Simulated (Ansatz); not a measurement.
```yaml
crystal:
  lattice:
    - [0.0, 2.7294892755, 2.7294892755]
    - [2.7294892755, 0.0, 2.7294892755]
    - [2.7294892755, 2.7294892755, 0.0]
  atoms:
    - { symbol: Mo, position: [0.5, 0.5, 0.5] }
    - { symbol: Sb, position: [0.0, 0.0, 0.0] }
basis:
  ecutwfc: 420
  ecutrho_ratio: 4
kpoints:
  mp_grid: { grid: [6, 6, 6] }
hamiltonian:
  xc: pbe
scf:
  occupations: { method: gaussian, width: 0.05 }
output:
  forces: true
  stress: true
  eigenvalues: true
```

Problem. What does this Ansatz input ask for?

Solution. It asks for a single-point calculation of MoSb with PBE (scalar-relativistic), a cutoff of 420 eV (density cutoff 4 times that), a Γ-centred 6×6×6 mesh and Gaussian smearing of 0.05 eV, without spin polarisation. Forces, stress and eigenvalues are wanted.

Problem. How large is the problem?

Solution. 29 valence electrons, 821 plane waves at Γ, 48 symmetry operations and 16 irreducible k-points; it took 6 SCF iterations in all.

Launched as:
```sh
ansatz run input.yaml --threads 2 --pin off --max-ram 2662MiB --backend cpu --events-out ev --progress --plain --runs-dir out
```

Problem. About how long does the run take on 2 threads of Arm Neoverse V2, with other jobs on the host, and how much memory does it need?

Solution. About 1.1 s, with a peak of 0.29 GiB.

This is a trial structure made by placing the elements on a prototype's sites, so it needn't be the stable form.
